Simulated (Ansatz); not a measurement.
The relaxed structure here is a generated cell of IrO2: the first start was made by placing the elements on the sites of a structure type, and the end was not matched to a known phase here, so it may be hypothetical. Known forms of IrO2 include space group No. 136.

One stationary structure of IrO$_{2}$. Space group P6₃/mmc (No. 194), AFLOW prototype A2B_hP12_194_cg_f (C10, as in SiO2). The numbers are results of PBEsol (plane waves to 420 eV, PAW, scalar-relativistic; Ansatz, an electronic-structure program), not measurements.

```cif
data_Ir4O8
_chemical_formula_sum 'Ir4 O8'
_space_group_name_H-M_alt 'P63/mmc'
_space_group_IT_number 194
_space_group_name_Hall '-P 6c 2c'
_cell_length_a 6.14133
_cell_length_b 6.14133
_cell_length_c 9.91415
_cell_angle_alpha 90.000
_cell_angle_beta 90.000
_cell_angle_gamma 120.000
loop_
_atom_site_label
_atom_site_type_symbol
_atom_site_symmetry_multiplicity
_atom_site_Wyckoff_symbol
_atom_site_fract_x
_atom_site_fract_y
_atom_site_fract_z
_atom_site_occupancy
Ir1 Ir 4 f 0.33333 0.66667 0.06046 1
O1 O 2 c 0.33333 0.66667 0.25000 1
O2 O 6 g 0.50000 0.50000 0.50000 1
```

| Property | Result |
|---|---|
| Volume per atom | 26.99 Å³ |
| Density | 4.60 g/cm³ |
| Band gap | no gap on the sampled points, where the bands overlap only slightly; such a result is sensitive to mesh and level |
| Shortest distances | Ir–O 1.87 Å; O–O 3.05 Å |
| k-mesh | 7×7×4 |

Band energies at high-symmetry points (eV from the Fermi level; labels of this space group; no spin-orbit coupling), from −5 eV up to 2.4 eV:

```
point                                                                                                                                                       energies
-----  -------------------------------------------------------------------------------------------------------------------------------------------------------------
Γ                     -4.97 -4.97 -4.95 -4.42 -4.42 -3.66 -3.66 -3.58 -3.58 -3.16 -3.16 -2.53 -2.53 -1.90 -1.90 -1.87 -0.28 -0.28 0.05 0.05 0.08 0.59 1.02 1.02 1.88
M                                 -4.59 -4.37 -4.13 -4.07 -3.58 -2.53 -2.16 -2.00 -1.60 -0.53 -0.43 -0.39 -0.23 -0.18 -0.15 -0.06 0.06 0.41 0.51 1.06 1.06 1.51 1.57
K              -4.95 -4.95 -4.68 -4.68 -4.35 -4.35 -3.73 -2.52 -1.39 -1.39 -1.11 -1.11 -0.95 -0.76 -0.30 0.02 0.02 0.36 0.38 0.44 0.44 0.78 0.78 1.22 2.05 2.05 2.24
A                                      -4.23 -4.23 -4.23 -4.23 -3.66 -3.66 -2.63 -2.63 -2.63 -2.63 -1.34 -1.34 -1.34 -1.34 -1.17 -1.17 0.77 0.77 0.77 0.77 1.80 1.80
L                  -4.79 -4.79 -4.18 -4.18 -4.00 -4.00 -2.26 -2.26 -1.53 -1.53 -0.96 -0.96 -0.24 -0.24 -0.19 -0.19 0.03 0.03 0.68 0.68 0.84 0.84 2.03 2.03 2.07 2.07
H      -4.90 -4.90 -4.86 -4.86 -4.61 -4.61 -4.12 -4.12 -1.76 -1.76 -1.53 -1.53 -0.69 -0.69 -0.58 -0.58 -0.30 -0.30 0.37 0.37 0.58 0.58 0.75 0.75 1.84 1.84 2.03 2.03
```

No spin polarisation in the result. The d or f electrons are treated with no Hubbard U.

The run could not lower the symmetry of its start; a shaken copy of this end point relaxes with PBEsol to C222₁ (No. 20), 0.47 eV/atom lower.
